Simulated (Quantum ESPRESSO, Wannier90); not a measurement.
KMgH3 (cubic perovskite), plane waves to Wannier functions

```xyz
5
Lattice="3.9881 0.0000 0.0000 0.0000 3.9881 0.0000 0.0000 0.0000 3.9881" Properties=species:S:1:pos:R:3 pbc="T T T"
K      0.0000     0.0000     0.0000
Mg     1.9941     1.9941     1.9941
H      1.9941     0.0000     1.9941
H      0.0000     1.9941     1.9941
H      1.9941     1.9941     0.0000
```

Structure: Materials Project mp-23737, symmetrised, not relaxed again. COD (Crystallography Open Database) records the formula in this space group. Ideal cubic forms of this type are often high-temperature phases that distort on cooling; symmetry holds the cell here, and its stability was not tested. Computed values, not measurements, from LDA: Quantum ESPRESSO (norm-conserving PseudoDojo potentials, cutoff 68 Ry, no spin polarisation, no spin-orbit coupling) on a Γ-centred 8×8×8 mesh, then Wannier90. Density: 8×8×8 mesh, cold smearing 0.01 Ry.

Bands 9-11 form an isolated set from -5.73 to 0.00 eV relative to the valence-band maximum (on the path) and are turned into 3 Wannier functions by minimising the spread from the start: atomic waves H 1s.

Question: Where do the functions sit, how wide are they and what are they made of?

Answer: 
| functions | spread (Å²) | nearest atom, distance (Å) | second atom, distance (Å) | weight on atomic waves |
|---|---|---|---|---|
| 3 | 1.66 | H 0.00 | Mg 1.99 | H 1s 79 %, Mg 3s 10 %, K 4s 6 % |

Ω_I = 4.95 Å², Ω_total = 4.98 Å²; the interpolated bands follow pw.x to 0.1 meV rms on the path. It is the lowest total spread that any start reached here.
